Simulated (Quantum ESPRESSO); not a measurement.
# Al4O4NF: one run as intended and one with a planted mistake

A calculation, not a measurement. The program is pw.x of Quantum ESPRESSO 7.5 (plane-wave density functional theory). The cell is made up: 10 atoms on a corundum lattice, with randomly drawn elements, strain and displacements, not relaxed. PseudoDojo standard norm-conserving files (v0.5 for PBE, v0.4.1 for LDA and PBEsol) set the functional; there is no spin polarisation, spin-orbit coupling or dispersion term, and the masses in the input are unused placeholders.

Intended input:

```
&control calculation='scf', pseudo_dir='./dojo.nc.sr.pbe.v0_5.standard.upf', outdir='./o', disk_io='medium', tprnfor=.true., tstress=.true. /
&system ibrav=0, nat=10, ntyp=4, nbnd=30, ecutwfc=84.00895049, nosym=.true., tot_charge=0,
 occupations='smearing', smearing='fd', degauss=0.0018374661
/
&electrons conv_thr=7.350e-09, electron_maxstep=60, /
ATOMIC_SPECIES
Al 1.0 Al.upf
F 1.0 F.upf
N 1.0 N.upf
O 1.0 O.upf
CELL_PARAMETERS angstrom
2.358 1.29 4.388
-2.3513 1.2774 4.3883
-0.0076 -2.801 4.4623
ATOMIC_POSITIONS angstrom
Al -0.0861 -0.1245 4.6226
Al -0.0127 -0.1006 1.8807
Al 0.0115 -0.1681 8.56
Al -0.0543 -0.1511 11.3263
O -0.8798 1.1806 7.6752
O -0.7201 -1.7378 7.755
O 1.5918 0.0151 7.6576
O 0.9902 -1.4495 5.6109
N 0.7415 1.2829 5.5781
F -1.7168 -0.2306 5.4961
K_POINTS automatic
6 6 6 1 1 1
```

The log is shortened where brackets say so; the opening notice, blank lines, dates and the lines on written files are dropped, and the path of the files is cut. It prints rydbergs, bohrs and kilobars, and counts compression as positive stress. Where no state is partly filled, the Fermi energy that it prints is only some level between the filled and the empty states on the mesh, and need not lie in the true gap.

Log of the intended run:

```
     Program PWSCF v.7.5
     Parallel version (MPI & OpenMP), running on       1 processor cores
     Number of MPI processes:                 1
     Threads/MPI process:                     1
     [start-up lines left out]
     bravais-lattice index     =            0
     lattice parameter (alat)  =       9.7241  a.u.
     unit-cell volume          =     572.6532 (a.u.)^3
     number of atoms/cell      =           10
     number of atomic types    =            4
     number of electrons       =        48.00
     number of Kohn-Sham states=           30
     kinetic-energy cutoff     =      84.0090  Ry
     charge density cutoff     =     336.0358  Ry
     scf convergence threshold =      7.3E-09
     mixing beta               =       0.7000
     number of iterations used =            8  plain     mixing
     Exchange-correlation= PBE
                           (   1   4   3   4   0   0   0)
     [axes and pseudopotential details left out]
   Cartesian axes
     site n.     atom                  positions (alat units)
         1        Al     tau(   1) = (  -0.0167322  -0.0241947   0.8983325  )
         2        Al     tau(   2) = (  -0.0024681  -0.0195501   0.3654856  )
         3        Al     tau(   3) = (   0.0022349  -0.0326677   1.6635067  )
         4        Al     tau(   4) = (  -0.0105524  -0.0293640   2.2010953  )
         5        O      tau(   5) = (  -0.1709758   0.2294318   1.4915592  )
         6        O      tau(   6) = (  -0.1399406  -0.3377152   1.5070671  )
         7        O      tau(   7) = (   0.3093423   0.0029345   1.4881389  )
         8        O      tau(   8) = (   0.1924304  -0.2816884   1.0903936  )
         9        N      tau(   9) = (   0.1440993   0.2493122   1.0840195  )
        10        F      tau(  10) = (  -0.3336341  -0.0448136   1.0680840  )
     number of k points=   108  Fermi-Dirac smearing, width (Ry)=  0.0018
     Number of k-points >= 100: set verbosity='high' to print them.
     Dense  grid:    59495 G-vectors     FFT dimensions: (  60,  60,  60)
     Estimated max dynamical RAM per process >      84.65 MB
     Initial potential from superposition of free atoms
     starting charge      47.9902, renormalised to      48.0000
     Starting wfcs are   40 randomized atomic wfcs
     total cpu time spent up to now is       27.8 secs
     per-process dynamical memory:    74.5 Mb
     Self-consistent Calculation
     iteration #  1     ecut=    84.01 Ry     beta= 0.70
     Davidson diagonalization with overlap
     ethr =  1.00E-02,  avg # of iterations =  3.6
     total cpu time spent up to now is       95.0 secs
     total energy              =    -220.77219150 Ry
     estimated scf accuracy    <       2.42289197 Ry
     iteration #  2     ecut=    84.01 Ry     beta= 0.70
     Davidson diagonalization with overlap
     ethr =  5.05E-03,  avg # of iterations =  2.5
     total cpu time spent up to now is      169.4 secs
     total energy              =    -221.44286224 Ry
     estimated scf accuracy    <       1.78950914 Ry
     [iterations 3 to 10 left out]
     iteration # 11     ecut=    84.01 Ry     beta= 0.70
     Davidson diagonalization with overlap
     ethr =  2.41E-11,  avg # of iterations =  4.8
     total cpu time spent up to now is      880.1 secs
     total energy              =    -221.78679005 Ry
     estimated scf accuracy    <          8.3E-09 Ry
     iteration # 12     ecut=    84.01 Ry     beta= 0.70
     Davidson diagonalization with overlap
     ethr =  1.73E-11,  avg # of iterations =  2.0
     total cpu time spent up to now is      955.6 secs
     End of self-consistent calculation
     Number of k-points >= 100: set verbosity='high' to print the bands.
     the Fermi energy is    12.4254 ev
!    total energy              =    -221.78679005 Ry
     estimated scf accuracy    <          1.1E-09 Ry
     smearing contrib. (-TS)   =       0.00000000 Ry
     internal energy E=F+TS    =    -221.78679005 Ry
     The total energy is F=E-TS. E is the sum of the following terms:
     one-electron contribution =     -41.37170686 Ry
     hartree contribution      =      56.32870022 Ry
     xc contribution           =     -60.87326346 Ry
     ewald contribution        =    -175.87051995 Ry
     convergence has been achieved in  12 iterations
     Forces acting on atoms (cartesian axes, Ry/au):
     atom    1 type  1   force =     0.17069097    0.05481185   -0.00837637
     atom    2 type  1   force =    -0.01619491    0.16297575    0.09282836
     atom    3 type  1   force =    -0.05918592   -0.13625856   -0.01339928
     atom    4 type  1   force =     0.02692094   -0.19519314    0.00872412
     atom    5 type  4   force =    -0.02879654   -0.03774366    0.01708681
     atom    6 type  4   force =    -0.03353397    0.11154451    0.02085790
     atom    7 type  4   force =     0.03192793   -0.02534146    0.06351961
     atom    8 type  4   force =    -0.08251312   -0.00372370   -0.05504301
     atom    9 type  3   force =    -0.07625583    0.06771859   -0.10939188
     atom   10 type  2   force =     0.06694046    0.00120981   -0.01680626
     Total force =     0.433623     Total SCF correction =     0.000013
     Computing stress (Cartesian axis) and pressure
          total   stress  (Ry/bohr**3)                   (kbar)     P=      186.67
   0.00156000   0.00006624  -0.00019643          229.48        9.74      -28.90
   0.00006624   0.00150688   0.00059571            9.74      221.67       87.63
  -0.00019643   0.00059571   0.00073999          -28.90       87.63      108.86
     init_run     :     27.18s CPU     27.68s WALL (       1 calls)
     electrons    :    915.49s CPU    927.80s WALL (       1 calls)
     forces       :     16.74s CPU     16.98s WALL (       1 calls)
     stress       :     47.00s CPU     47.21s WALL (       1 calls)
     [timing details left out]
     PWSCF        :  16m46.82s CPU  17m 0.45s WALL
     JOB DONE.
```

A second run has one planted mistake: the cell has the wrong charge. The input lines that differ, file-writing options aside:

```
- &system ibrav=0, nat=10, ntyp=4, nbnd=30, ecutwfc=84.00895049, nosym=.true., tot_charge=0,
+ &system ibrav=0, nat=10, ntyp=4, nbnd=30, ecutwfc=84.00895049, nosym=.true., tot_charge=1,
```

Its log:

```
     Program PWSCF v.7.5
     Parallel version (MPI & OpenMP), running on       1 processor cores
     Number of MPI processes:                 1
     Threads/MPI process:                     1
     [start-up lines left out]
     bravais-lattice index     =            0
     lattice parameter (alat)  =       9.7241  a.u.
     unit-cell volume          =     572.6532 (a.u.)^3
     number of atoms/cell      =           10
     number of atomic types    =            4
     number of electrons       =        47.00
     number of Kohn-Sham states=           30
     kinetic-energy cutoff     =      84.0090  Ry
     charge density cutoff     =     336.0358  Ry
     scf convergence threshold =      7.3E-09
     mixing beta               =       0.7000
     number of iterations used =            8  plain     mixing
     Exchange-correlation= PBE
                           (   1   4   3   4   0   0   0)
     [axes and pseudopotential details left out]
   Cartesian axes
     site n.     atom                  positions (alat units)
         1        Al     tau(   1) = (  -0.0167322  -0.0241947   0.8983325  )
         2        Al     tau(   2) = (  -0.0024681  -0.0195501   0.3654856  )
         3        Al     tau(   3) = (   0.0022349  -0.0326677   1.6635067  )
         4        Al     tau(   4) = (  -0.0105524  -0.0293640   2.2010953  )
         5        O      tau(   5) = (  -0.1709758   0.2294318   1.4915592  )
         6        O      tau(   6) = (  -0.1399406  -0.3377152   1.5070671  )
         7        O      tau(   7) = (   0.3093423   0.0029345   1.4881389  )
         8        O      tau(   8) = (   0.1924304  -0.2816884   1.0903936  )
         9        N      tau(   9) = (   0.1440993   0.2493122   1.0840195  )
        10        F      tau(  10) = (  -0.3336341  -0.0448136   1.0680840  )
     number of k points=   108  Fermi-Dirac smearing, width (Ry)=  0.0018
     Number of k-points >= 100: set verbosity='high' to print them.
     Dense  grid:    59495 G-vectors     FFT dimensions: (  60,  60,  60)
     Estimated max dynamical RAM per process >      84.65 MB
     Initial potential from superposition of free atoms
     starting charge      47.9902, renormalised to      47.0000
     Starting wfcs are   40 randomized atomic wfcs
     total cpu time spent up to now is       21.9 secs
     per-process dynamical memory:    57.9 Mb
     Self-consistent Calculation
     iteration #  1     ecut=    84.01 Ry     beta= 0.70
     Davidson diagonalization with overlap
     ethr =  1.00E-02,  avg # of iterations =  3.3
     total cpu time spent up to now is       81.8 secs
     total energy              =    -221.39895444 Ry
     estimated scf accuracy    <       2.70160661 Ry
     iteration #  2     ecut=    84.01 Ry     beta= 0.70
     Davidson diagonalization with overlap
     ethr =  5.75E-03,  avg # of iterations =  2.0
     total cpu time spent up to now is      145.0 secs
     total energy              =    -222.11362599 Ry
     estimated scf accuracy    <       1.77764812 Ry
     [iterations 3 to 10 left out]
     iteration # 11     ecut=    84.01 Ry     beta= 0.70
     Davidson diagonalization with overlap
     ethr =  9.86E-10,  avg # of iterations =  2.0
     total cpu time spent up to now is      645.7 secs
     total energy              =    -222.48444928 Ry
     estimated scf accuracy    <       0.00000004 Ry
     iteration # 12     ecut=    84.01 Ry     beta= 0.70
     Davidson diagonalization with overlap
     ethr =  8.86E-11,  avg # of iterations =  2.0
     total cpu time spent up to now is      698.1 secs
     End of self-consistent calculation
     Number of k-points >= 100: set verbosity='high' to print the bands.
     the Fermi energy is     8.7937 ev
!    total energy              =    -222.48444929 Ry
     estimated scf accuracy    <          7.1E-09 Ry
     smearing contrib. (-TS)   =      -0.00067167 Ry
     internal energy E=F+TS    =    -222.48377762 Ry
     The total energy is F=E-TS. E is the sum of the following terms:
     one-electron contribution =     -42.64755677 Ry
     hartree contribution      =      55.91423756 Ry
     xc contribution           =     -59.87993846 Ry
     ewald contribution        =    -175.87051995 Ry
     convergence has been achieved in  12 iterations
     Forces acting on atoms (cartesian axes, Ry/au):
     atom    1 type  1   force =     0.13084949    0.01274038   -0.02826461
     atom    2 type  1   force =     0.04111389    0.15315982    0.11944121
     atom    3 type  1   force =    -0.08148882   -0.09571475   -0.04601907
     atom    4 type  1   force =     0.00641324   -0.13302157    0.04438353
     atom    5 type  4   force =     0.00112577   -0.00912061   -0.00046464
     atom    6 type  4   force =    -0.02918339    0.09666004    0.01544226
     atom    7 type  4   force =     0.01083499   -0.02520302    0.07049676
     atom    8 type  4   force =    -0.07307409   -0.00995609   -0.05580092
     atom    9 type  3   force =    -0.07321340    0.01750368   -0.10211520
     atom   10 type  2   force =     0.06662230   -0.00704788   -0.01709932
     Total force =     0.375220     Total SCF correction =     0.000079
     Computing stress (Cartesian axis) and pressure
          total   stress  (Ry/bohr**3)                   (kbar)     P=      -68.23
  -0.00004860  -0.00007232   0.00001155           -7.15      -10.64        1.70
  -0.00007232   0.00008185   0.00059823          -10.64       12.04       88.00
   0.00001155   0.00059823  -0.00142463            1.70       88.00     -209.57
     init_run     :     20.18s CPU     21.74s WALL (       1 calls)
     electrons    :    663.03s CPU    676.21s WALL (       1 calls)
     forces       :      8.11s CPU      8.21s WALL (       1 calls)
     stress       :     27.37s CPU     27.49s WALL (       1 calls)
     [timing details left out]
     PWSCF        :  11m59.08s CPU  12m14.51s WALL
     JOB DONE.
```

```
                                            intended run  run with the mistake
                          free energy (eV)     -3017.563             -3027.055
                    smearing term -TS (eV)        0.0000               -0.0091
                            pressure (GPa)         18.67                 -6.82
            largest force component (eV/Å)         5.019                 3.938
largest change of a force component (eV/Å)                               1.598
                                iterations            12                    12
```

For scale, a rerun of the intended cell at a cutoff of 1437 eV and k mesh 8 x 8 x 8 moved values by no more than 0.003 eV in energy, 0.02 GPa in stress and 0.002 eV/Å in force. The charged cell sits in a uniform background, so its energy and stress rest on the program's zero of potential.